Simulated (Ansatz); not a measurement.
The relaxed structure here is a generated cell of Li: the first start was made by placing the elements on the sites of a structure type, and the end was not matched to a known phase here, so it may be hypothetical. Known forms of Li include space group No. 229.

A relaxed cell of Li (Fd-3m (No. 227)), relaxed on a k-mesh at least as fine as the one used below. Level of theory: r2SCAN (plane waves to 500 eV, PAW, scalar-relativistic; Ansatz, an electronic-structure program). Γ-centred k-mesh 10×10×10 on the run's cell (coarser than for final values), Fermi–Dirac smearing 0.05 eV.

```
CELL_PARAMETERS angstrom
      0.00000     5.92498     5.92498
      2.96249     2.96249     5.92498
      2.96249     2.96249     0.00000
ATOMIC_POSITIONS crystal
  Li 0.00000 0.25000 0.25000
  Li 0.50000 0.25000 0.25000
  Li 0.00000 0.00000 0.00000
  Li 0.50000 0.00000 0.00000
```

The atoms are displaced along an unstable phonon of this cell by (Å):

| atom | ux | uy | uz |
|---|---|---|---|
| Li1 | 0.000 | -0.150 | 0.000 |
| Li2 | 0.000 | 0.150 | 0.000 |
| Li3 | -0.150 | 0.000 | 0.000 |
| Li4 | 0.150 | 0.000 | 0.000 |

### Question
What forces (eV/Å) and pressure result?

### Answer
```csv
atom,Fx,Fy,Fz
Li1,0.00,-0.19,0.00
Li2,0.00,0.19,0.00
Li3,-0.19,0.00,0.00
Li4,0.19,0.00,0.00
```

Pressure 0.0 GPa.

The undisplaced cell is probably no minimum: from this displacement the run went on to Im-3m (No. 229), 0.52 eV/atom below it.

No spin polarisation in the result.
